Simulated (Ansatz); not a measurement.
Ansatz (a program for electronic structure) input:

Ansatz 0.2 input:
```yaml
crystal:
  lattice:
    - [0.0, 2.705502382, 2.705502382]
    - [2.705502382, 0.0, 2.705502382]
    - [2.705502382, 2.705502382, 0.0]
  atoms:
    - { symbol: Li, position: [0.0, 0.0, 0.0] }
    - { symbol: Br, position: [0.5, 0.5, 0.5] }
kpoints:
  mp_grid: { grid: [7, 7, 7] }
hamiltonian:
  xc: hse06
  pseudopotentials: { kind: paw }
scf:
  n_extra_bands: 6
  occupations: { method: fixed }
output:
  eigenvalues: true
  eigenstates:
    e_range: [-9.0, 15.5]
    kpoints:
      - [-0.083333, 0.0, 0.083333]  # VBM
      - [0.0, 0.0, 0.0]  # CBM
      - [0.0, 0.0, 0.0]  # GAMMA
      - [0.5, 0.0, 0.5]  # X
      - [0.5, 0.5, 0.5]  # L
      - [0.5, 0.25, 0.75]  # W
      - [0.375, 0.375, 0.75]  # K
      - [0.625, 0.25, 0.625]  # U
```

Output (shortened):

```
Pseudopotential: Li, paw, valence charge 3
Pseudopotential: Br, paw, valence charge 7
Functional definition: HSE06
davidson cushion auto → on  (no smearing: the cushion is to keep the highest requested band from converging to the state above it …
Crystal: 2 atoms, lattice volume = 39.607 Å³
Basis set: ecut = 420 eV, 749 PW (Γ)
Bands: 11, of which v1, the nominal top of the filled ones, is band 5 counted from 1 (4 counted from 0)
Symmetry: 48 space group operations
Space group: Fm-3m (ITA 225), of the structure as read, at distance tolerance 3.4e-5 Å
k-points: 20 of 343
SCF iter   1: F=—  HF=-2990.943652 eV  |F-HF|=—  |Δ(HF+E_count)|=         —  Δρ=1.76e-3  dr2=1.85e-3  ethr=1.77e-3  ⟨swp⟩=2.0  Hψ=1727  notcnv=0
preconditioner: auto → none
iter 2 solved again at ethr=1.00e-7 eV; its pass at ethr=1.85e-5 eV (dr2=1.00e-5 eV) is discarded
SCF iter   2: F=-2990.942896 eV  HF=-2990.942903 eV  |F-HF|=7.20e-6  |Δ(HF+E_count)|=   7.49e-4  Δρ=1.59e-4  dr2=7.51e-6  ethr=1.00e-7  ⟨swp⟩=4.0  Hψ=1321  notcnv=0
SCF 1 stopped early in 2 iterations: F = -2990.942896 eV  dr2 = 7.51e-6
Crystal: 2 atoms, lattice volume = 39.607 Å³
Exchange kernel: α = 0.2500, screened, ω = 0.2079 Å⁻¹, Wigner–Seitz truncation, v(0) = 1046.8816 eV·Å³, q-mesh 7×7×7, nearest image of the exchange supercell L …
Frozen-core exchange: fock
SCF iter   1: F=—  HF=-2993.041927 eV  |F-HF|=—  |Δ(HF+E_count)|=         —  Δρ=3.29e-3  dr2=2.70e-3  ethr=7.51e-7  ⟨swp⟩=6.4  Hψ=1202  notcnv=0
preconditioner: auto → none
SCF iter   2: F=—  HF=-2993.041061 eV  |F-HF|=—  |Δ(HF+E_count)|=   8.67e-4  Δρ=1.55e-3  dr2=6.20e-4  ethr=7.51e-7  ⟨swp⟩=3.1  Hψ=739  notcnv=0
SCF iter   3: F=—  HF=-2993.042142 eV  |F-HF|=—  |Δ(HF+E_count)|=   1.08e-3  Δρ=2.85e-4  dr2=5.16e-5  ethr=7.51e-7  ⟨swp⟩=3.0  Hψ=715  notcnv=0
SCF iter   4: F=-2993.042130 eV  HF=-2993.042130 eV  |F-HF|=3.47e-7  |Δ(HF+E_count)|=   1.20e-5  Δρ=6.02e-5  dr2=1.31e-6  ethr=4.41e-7  ⟨swp⟩=2.9  Hψ=576  notcnv=0
SCF 2 stopped early in 4 iterations: F = -2993.042130 eV  dr2 = 1.31e-6
hybrid outer 1: dexx = +1.664e-3 eV, tail = 9.37e-6 eV
Crystal: 2 atoms, lattice volume = 39.607 Å³
Exchange kernel: α = 0.2500, screened, ω = 0.2079 Å⁻¹, Wigner–Seitz truncation, v(0) = 1046.8816 eV·Å³, q-mesh 7×7×7, nearest image of the exchange supercell L …
Frozen-core exchange: fock
SCF iter   1: F=—  HF=-2993.042382 eV  |F-HF|=—  |Δ(HF+E_count)|=         —  Δρ=3.66e-5  dr2=3.96e-7  ethr=4.68e-7  ⟨swp⟩=3.0  Hψ=600  notcnv=0
preconditioner: auto → none
iter 2 solved again at ethr=6.45e-11 eV; its pass at ethr=3.38e-9 eV (dr2=6.45e-9 eV) is discarded
SCF iter   2: F=-2993.042382 eV  HF=-2993.042382 eV  |F-HF|=1.06e-8  |Δ(HF+E_count)|=   3.95e-8  Δρ=6.46e-6  dr2=3.27e-8  ethr=6.45e-11  ⟨swp⟩=3.1  Hψ=1187  notcnv=0
SCF 3 converged in 2 iterations: F = -2993.042382 eV  dr2 = 3.27e-8
hybrid outer 2: dexx = +2.096e-7 eV, tail = 7.21e-8 eV, Δε = 1.35e-3 eV (about 1.07e-4 eV left of the loop's levels)
NSCF: frozen V_eff on 8 k-points
hybrid SCF converged: 2 outer / 6 inner (+2 warm-up), last move |dexx| = 2.10e-7 eV, tail = 7.21e-8 eV
Stability not checked (fock_operator)
Free energy (F): -2993.042382 eV
Frozen-core exchange: fock
Harris-Foulkes:  -2993.042382 eV  (|F-HF|=1.06e-8)
Internal energy: -2993.042382 eV  (E = F + TS)
E sigma→0 (E₀):  -2993.042382 eV
Fermi energy:    1.665768 eV
--- Per-component energies (eV) ---
  E_band       = -115.274995
  E_kinetic    = 156.010435
  E_local      = -302.120515  (includes V_loc(G=0)·N_el)
  E_nonlocal   = 36.859572
  E_hartree    = 77.049741
  E_xc         = -217.945802
  E_vxc        = -95.471871  (∫ρ·V_xc dr)
  E_exx        = -24.770290  (= α·E_x^exact, valence–valence)
  E_paw        = -2303.030038  (= ΣΔE_a)
  E_vpaw       = -15.112736  (= ΣTr[D̂ρ^β])
  E_aug_tail   = 0.000018  (compensation charges beyond the density's cutoff)
  E_ewald      = -414.732286
  E_core_change = -0.363218  (= ΣΔE_core)
  E_smearing   =  0.000000  (= −TS)
  E_closure    =  0.000000  (closes the sum)
  Σ components = -2993.042382   (vs F -2993.042382, Δ=0.00e0)
  [band-id]    e_kinetic+e_local+e_nonlocal+2·e_hartree+e_vxc+2·e_exx+e_vpaw+e_augmentation_tail = -115.276193   (vs E_band -115.274995, Δ=-1.20e-3)
--- Band table (eV; the first three rows and the last of 20) ---
  k-point 0: bands = ["-45.5573", "-13.0996", "1.6658", "1.6658", "1.6658", "8.0620", "13.5206", "13.5206", "13.5206", "15.6460", "15.6460"]
  k-point 1: bands = ["-45.5570", "-12.9967", "0.8403", "1.6008", "1.6008", "8.7189", "12.6950", "13.2845", "13.2845", "14.6238", "14.6238"]
  k-point 2: bands = ["-45.5564", "-12.7491", "-0.6000", "1.4648", "1.4648", "8.9494", "11.9521", "11.9521", "13.3462", "16.0402", "16.0402"]
  k-point 19: bands = ["-45.5551", "-12.2760", "-0.9700", "-0.7069", "0.5171", "10.4028", "11.9497", "12.6783", "13.1248", "16.5992", "17.8316"]
```

Cost: very roughly 50 core-seconds on shared cores.

The points marked VBM and CBM come from a semilocal run.

Symmetry was held in the PBEsol relaxation. Spin–orbit coupling is left out wherever it is not named.

Potentials: the later of the program's two PAW sets.

Ansatz is a plane-wave DFT program.
